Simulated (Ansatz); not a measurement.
Al3GaN4:
```yaml
crystal:
  lattice:
    - [3.12493, 0.00000, 0.00000]
    - [-1.56247, 2.70627, 0.00000]
    - [0.00000, 0.00000, 10.07324]
  atoms:
    - { symbol: Ga, position: [0.33333, 0.66667, 0.00559] }
    - { symbol: N, position: [0.33333, 0.66667, 0.20072] }
    - { symbol: Al, position: [0.66667, 0.33333, 0.25808] }
    - { symbol: N, position: [0.66667, 0.33333, 0.44644] }
    - { symbol: Al, position: [0.33333, 0.66667, 0.50485] }
    - { symbol: N, position: [0.33333, 0.66667, 0.69311] }
    - { symbol: Al, position: [0.66667, 0.33333, 0.75126] }
    - { symbol: N, position: [0.66667, 0.33333, 0.93949] }
```

Cartesian axes are those of the cell as given.

### Question
Give the proper piezoelectric stress tensor with relaxed ions from plane-wave PAW r²SCAN (Ansatz code).

### Answer
In C/m², rows x, y, z, Voigt columns; mesh uncertainty up to 0.00.
```
 0.00   0.00   0.00   0.00  -0.31  -0.03
-0.03   0.03   0.00  -0.31   0.00   0.00
-0.55  -0.55   1.28   0.00   0.00   0.00
```

The elastic tensor of the same run (GPa):

```json
[
 {"": "1", "1": "396", "2": "137", "3": "102", "4": "-1.2", "5": "0.0", "6": "0.0"},
 {"": "2", "1": "137", "2": "396", "3": "102", "4": "1.2", "5": "0.0", "6": "0.0"},
 {"": "3", "1": "102", "2": "102", "3": "395", "4": "0.0", "5": "0.0", "6": "0.0"},
 {"": "4", "1": "-1.2", "2": "1.2", "3": "0.0", "4": "114", "5": "0.0", "6": "0.0"},
 {"": "5", "1": "0.0", "2": "0.0", "3": "0.0", "4": "0.0", "5": "114", "6": "-1.2"},
 {"": "6", "1": "0.0", "2": "0.0", "3": "0.0", "4": "0.0", "5": "-1.2", "6": "130"}
]
```

### Question
Convert to strain constants d = e·S.

### Answer
In pC/N:
```
 0.0   0.0   0.0   0.0  -2.7  -0.2
-0.1   0.1   0.0  -2.7   0.0   0.0
-1.8  -1.8   4.2   0.0   0.0   0.0
```

Space group P3m1. The start of the workflow was typed in or built on a structure type; neither database checked (COD, Materials Project) lists it. Its standing as an ambient phase is unchecked. Symmetry was held in the r²SCAN relaxation; whether a distortion lowers the energy is not shown. Signs of piezoelectric constants follow the polarity of the cell as given.

Potentials: the earlier of the program's two PAW sets.
